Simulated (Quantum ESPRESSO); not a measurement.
```
CELL_PARAMETERS angstrom
      3.27832     0.00000     0.00000
     -1.63916     2.83910     0.00000
      0.00000     0.00000    12.72407
ATOMIC_POSITIONS crystal
  Se 0.33333 0.66667 0.88161
  Se 0.66667 0.33333 0.11839
  Se 0.66667 0.33333 0.38161
  Se 0.33333 0.66667 0.61839
  Mo 0.66667 0.33333 0.75000
  Mo 0.33333 0.66667 0.25000
```

Cell and atoms were relaxed with PBE+D3(BJ) from Materials Project entry mp-1634, within its symmetry.

What does norm-conserving PBE (stringent potentials; Quantum ESPRESSO, 104 Ry, no spin-orbit coupling) give for the electronic structure near the Fermi level?

The PBE gap is indirect, 0.74 eV, from Γ to 43 % of the way from K to Γ; the smallest direct gap is 1.46 eV. Spin-orbit splittings are left out.
